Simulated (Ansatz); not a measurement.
## Does the structure type survive?

Computed with DFT PBE, scalar-relativistic, plane waves, PAW in Ansatz 0.2.0. Settings: cutoff 420 eV, Γ-centred meshes no coarser than 0.19 Å⁻¹ for metals and 0.3 Å⁻¹ for insulators (2π included), Gaussian smearing.

Each formula is placed on the named type at a guessed volume, then cell and atoms relax at zero pressure without lowering the symmetry. Keeping the type says nothing about stability against other structures or lower symmetry. Neighbours of unlike kind are counted within 25 % of the shortest distance of their pair. The atoms listed around a site end at a clear gap in distance instead, so their number can differ.

Spin–orbit coupling is left out.

Does CsH2 keep the AlB2 type (P6/mmm, No. 191), with Cs for Al, H for B?

Yes: a = 4.014 Å, c = 4.161 Å. Cs is coordinated by 12 H at 3.11 Å; H has 3 H at 2.32 Å.

Cu2H on the anatase type (I4_1/amd, No. 141), with H for Ti, Cu for O: does the type hold?

Yes: a = 3.761 Å, c = 7.542 Å. Around Cu lie 3 H at 1.88–1.90 Å; H is coordinated by 6 Cu at 1.88–1.90 Å.

Does BaIr3 keep the Ni3Sn (D0_19) type (P6_3/mmc, No. 194), with Ba for Sn, Ir for Ni?

Yes: a = 7.025 Å, c = 4.519 Å. Around Ba lie 12 Ir at 3.43–3.56 Å; around Ir lie 6 Ir at 2.55–2.70 Å.

Does Ca3W keep the TiAl3 (D0_22) type (I4/mmm, No. 139), with W for Ti, Ca for Al?

Yes: a = 4.977 Å, c = 9.050 Å. Ca on Wyckoff site b (1 atom of the primitive cell) has 8 Ca at 3.36 Å and 4 W at 3.52 Å; around Ca on Wyckoff site d (2 atoms of the primitive cell) lie 4 W at 3.36 Å and 8 Ca at 3.36–3.52 Å; W is coordinated by 12 Ca at 3.36–3.52 Å.

Cost: 4 runs of about 8.7 core-minutes in all, on Arm Neoverse V1, Arm Neoverse V2, Intel Xeon Platinum 8259CL (Skylake/Cascade Lake) (shared hosts).